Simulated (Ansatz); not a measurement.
Formation energies in the Co–Sc system, lowest calculated structure of each composition. Level of theory: PBEsol (plane waves to 420 eV, PAW, scalar-relativistic; Ansatz, a first-principles code). Element references, the lowest calculated here: Co (P6₃/mmc, ferromagnetic), Sc (P6₃/mmc).

| phase | x(Sc) | space group | E_f (eV/atom) |
|---|---|---|---|
| Co | 0.000 | P6₃/mmc | 0.00 |
| ScCo2 | 0.333 | Fd-3m | -0.37 |
| ScCo | 0.500 | Pm-3m | -0.36 |
| Sc | 1.000 | P6₃/mmc | 0.00 |

### Question
Construct the convex hull: which compounds lie on it, and how far above it are the others?

### Answer
On the hull: ScCo, ScCo2. 

Hull of the energies calculated here, no anion corrections, zero temperature, no zero-point energy; an uncalculated phase could lie lower. Values are rounded to 0.01 eV/atom. Not shown to be the ambient phase of their composition (a lower form may be missing, and a cell relaxed within its start's symmetry can be a saddle point): ScCo2 (Fd-3m). Spin states reached: non-magnetic, ferrimagnetic; non-magnetic ones ran without spin or lost their moments; spin orders were not searched systematically.
